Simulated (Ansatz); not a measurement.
A trial cell of Ru was relaxed with r2SCAN (plane waves to 500 eV, PAW, scalar-relativistic; Ansatz, a program for electronic structure).

Before: P4₁ (No. 76), tP4; a = b = 4.0320 Å, c = 3.6369 Å, α = β = γ = 90.00°.

After relaxation:

Simulated powder pattern, Cu Kα, λ = 1.54184 Å (kinematic, ideal powder, no thermal factors, no anomalous dispersion; the 24 strongest lines at most, above 1 %, up to 2θ = 90°):

```
2θ (°)  I/Imax (%)
------  ----------
39.85           65
43.60          100
57.62           21
68.82          6.1
74.94           38
82.58           15
85.92          6.8
```

Question: Identify the relaxed structure from its pattern: crystal system, space group and cell.

Answer: Tetragonal, I4/mmm (No. 139), tI2, AFLOW prototype A_tI2_139_a (A_a); a = b = 3.1995 Å, c = 2.7285 Å, α = β = γ = 90.00°. Sites: Ru 2b (0.000, 0.000, 0.500).

Question: Index the strongest lines.

Answer: 39.85° (110), 43.60° (101), 57.62° (200), 74.94° (211), 82.58° (112).

No spin polarisation in the result.

The run could not lower the symmetry of its start; a shaken copy of this end point relaxes with r2SCAN to P6₃/mmc (No. 194), 0.58 eV/atom lower.

The relaxed structure here is a generated cell of Ru: the first start was made by a random draw of sites in a space group, and the end was not matched to a known phase here, so it may be hypothetical. Known forms of Ru include space group No. 194.
